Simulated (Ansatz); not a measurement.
Zr2Ir:
```
CELL_PARAMETERS angstrom
     -3.20776     3.20776     2.79753
      3.20776    -3.20776     2.79753
      3.20776     3.20776    -2.79753
ATOMIC_POSITIONS crystal
  Zr 0.66783 0.16783 0.83566
  Zr 0.33217 0.83217 0.16434
  Zr 0.16783 0.33217 0.50000
  Zr 0.83217 0.66783 0.50000
  Ir 0.75000 0.75000 0.00000
  Ir 0.25000 0.25000 0.00000
```

Relaxed with LDA. Special points in fractions of this cell's reciprocal vectors: Γ (0.000, 0.000, 0.000); X (0.000, 0.000, 0.500); M (-0.500, 0.500, 0.500); Z (0.440, 0.440, -0.440); Z0 (-0.440, 0.560, 0.440); P (0.250, 0.250, 0.250); N (0.000, 0.500, 0.000).

Question: List the band energies nearest the Fermi level at these points for the program Ansatz at the LDA level (PAW).

Answer: In eV from the Fermi level; about four levels below and three above (degenerate sets whole), none deeper than 8.9 eV; points with the same levels are listed once.

```json
[
 {"k": "Γ", "below": "-1.27 -0.74 -0.74 -0.35", "above": "0.45 0.46 0.46"},
 {"k": "X", "below": "-1.09 -0.75 -0.56 -0.46", "above": "0.24 0.28 0.32"},
 {"k": "M", "below": "-0.27 -0.14 -0.14 -0.13", "above": "1.55 1.55 2.39 2.39 2.40"},
 {"k": "Z", "below": "-0.20 -0.20 -0.15 -0.04", "above": "1.67 1.67 2.13"},
 {"k": "P", "below": "-2.27 -2.27 -0.11 -0.11", "above": "0.02 0.02 0.40 0.40"},
 {"k": "N", "below": "-0.29 -0.29 -0.12 -0.12", "above": "0.72 0.72 1.44 1.44"}
]
```

Space group I4/mcm. The first step of the workflow began from a Materials Project structure, measured or hypothetical; the Crystallography Open Database copy checked does not list it. Whether it is the stable phase at ambient conditions was not checked. Symmetry was held in the LDA relaxation; its stability against distortions is not shown here. No spin polarisation was allowed. Spin–orbit coupling is left out wherever it is not named.

Potentials: the later of the program's two PAW sets.
